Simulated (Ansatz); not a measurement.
C:
```cif
data_C8
_chemical_formula_sum 'C8'
_space_group_name_H-M_alt 'I41/amd :1'
_space_group_IT_number 141
_space_group_name_Hall 'I 4bw 2bw -1bw'
_cell_length_a 2.53841
_cell_length_b 2.53841
_cell_length_c 8.65394
_cell_angle_alpha 90.000
_cell_angle_beta 90.000
_cell_angle_gamma 90.000
loop_
_atom_site_label
_atom_site_type_symbol
_atom_site_symmetry_multiplicity
_atom_site_Wyckoff_symbol
_atom_site_fract_x
_atom_site_fract_y
_atom_site_fract_z
_atom_site_occupancy
C1 C 8 e 0.00000 0.00000 0.41385 1
```
(The calculation used a cell of 4 atoms; values per cell refer to that cell.)

Relaxed at zero pressure with plane-wave PAW PBE (Ansatz code).

Task: The volume is raised by 6 % and shape and atoms relax at that volume. What pressure results, and how do the axes share the change?

Result: -17.3 GPa; a 2.3 %, b 2.3 %, c 1.4 %; the energy rises by 24 meV/atom.

Task: Give the new structure.

Result: 
Space group I4₁/amd, origin choice 1 (No. 141); a = b = 2.5958 Å, c = 8.7721 Å, α = β = γ = 90.00°

```
atom  site  symmetry       x       y       z
----  ----  --------  ------  ------  ------
C       8e      2mm.  0.0000  0.0000  0.4136
```

The phase is kept; no other phase was compared at this pressure.

Space group I4_1/amd. The start of the workflow was typed in or built on a structure type; the Crystallography Open Database files this formula in space group No. 141, but the cells were not matched. It is not the phase usual at ambient conditions (space group No. 194, 227). Symmetry was held in the PBE relaxation; its stability against distortions is not shown here.

Potentials: the later of the program's two PAW sets.
